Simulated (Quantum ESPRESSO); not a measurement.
# Where does Ge sit best among Al sites?

Calculated results; nothing here was measured. They come from pw.x of Quantum ESPRESSO 7.5, a plane-wave density functional program, with PseudoDojo standard norm-conserving files (v0.5 for PBE, v0.4.1 for LDA and PBEsol). The cells are made up: elements, strain and atom displacements were drawn at random, and nothing was relaxed. There is no spin polarisation, spin-orbit coupling or dispersion term.

The cell has 8 sites of a zincblende or diamond lattice. Sites 1 to 4 hold X X X X; sites 5 to 8 hold As As As As. Cell vectors in Å: (5.720, 0.000, 0.000); (0.000, 5.720, 0.000); (0.000, 0.000, 5.720). Settings: PBE, cutoff 1143 eV, 6 x 6 x 6 k mesh shifted by half a step, Fermi-Dirac smearing of 0.1 eV.

In each run one of the sites marked X holds Ge and the others hold Al; cell and positions stay the same. E is the free energy of the cell.

| site of the guest | first shell | mean distance (Å) | E above the lowest (eV) | P (GPa) | force on the guest (eV/Å) |
| --- | --- | --- | --- | --- | --- |
| 1 | As4 | 2.500 | 0.000 | 3.16 | 1.157 |
| 2 | As4 | 2.488 | 0.032 | 3.10 | 1.198 |
| 3 | As4 | 2.469 | 0.097 | 3.13 | 1.884 |
| 4 | As4 | 2.469 | 0.123 | 3.10 | 2.883 |

A rerun of one of these cells at 1437 eV and k mesh 8 x 8 x 8 moved values by no more than 0.003 eV in the cell's energy, 0.05 GPa in stress and 0.012 eV/Å in force.

## Reading the table

Site 1 is lowest, by 0.032 eV, over three times the rerun's bound. A straight line of energy against the mean distance has a slope of -3.6 ± 0.6 eV/Å, so the guest costs less on the roomier sites. The positions are random and not relaxed, so the differences hold for this frozen cell and are not site preferences of a real crystal.